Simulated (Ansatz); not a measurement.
**How much do the gradients of Bi₂S₃ depend on the method?**

Cell: a structure deposited in the COD (listed for 9.2 GPa), ions relaxed with PBE at fixed cell.

Space group Pnma (No. 62); a = 10.6340, b = 3.8423, c = 10.4630 Å.

| site | Wyckoff | site symmetry | x | y | z |
| --- | --- | --- | --- | --- | --- |
| Bi1 | 4c | .m. | 0.9905 | 0.2500 | 0.6778 |
| Bi5 | 4c | .m. | 0.3204 | 0.2500 | 0.4727 |
| S9 | 4c | .m. | 0.0518 | 0.2500 | 0.1282 |
| S13 | 4c | .m. | 0.3747 | 0.2500 | 0.0598 |
| S17 | 4c | .m. | 0.2234 | 0.2500 | 0.7951 |

One atom of each set is listed.

First run. The numbers come from a DFT calculation in Ansatz (PBE, plane waves and PAW, scalar-relativistic, 420 eV cutoff, Γ-centred 3×7×3 k-points, Fermi–Dirac smearing 0.02 eV).

```tsv
site	V_zz (10²¹ V/m²)	η
Bi1	-4.32	0.10
Bi5	-8.37	0.35
S9	-1.39	0.73
S13	-5.30	0.19
S17	0.88	0.73
```

Second run. The same atoms and settings, except that the functional is r2SCAN and the cutoff is 500 eV.

(1) Given the first result, estimate the second.

## Answers

(1) 

```tsv
site	V_zz	η	change of V_zz
Bi1	-4.36	0.01	-0.04
Bi5	-9.63	0.28	-1.26
S9	-1.46	0.57	-0.07
S13	-5.35	0.18	-0.05
S17	1.20	0.68	+0.32
```

The largest change of V_zz is on Bi5, from -8.37 to -9.63. In per cent, |V_zz| changes by +1 to +15 on Bi, +1 to +37 on S (all sites that start above 0.5). Where |V_zz| stays above 0.1, η moves most on S9, from 0.73 to 0.57.

Spin–orbit coupling is left out, which shifts gradients on Bi by a few per cent in wide-gap crystals, and can shift them far more where the calculated gap is small or absent, as here.
For the first run: At this cell the PBE pressure is 12 GPa, so with PBE the cell would grow if it were relaxed. With a gap of 0.9 eV on this mesh, small gradients can still move by 0.1 × 10²¹ V/m² or more as the k-mesh gets denser.
For the second run: At this cell the r2SCAN pressure is 11 GPa, so with r2SCAN the cell would grow if it were relaxed.
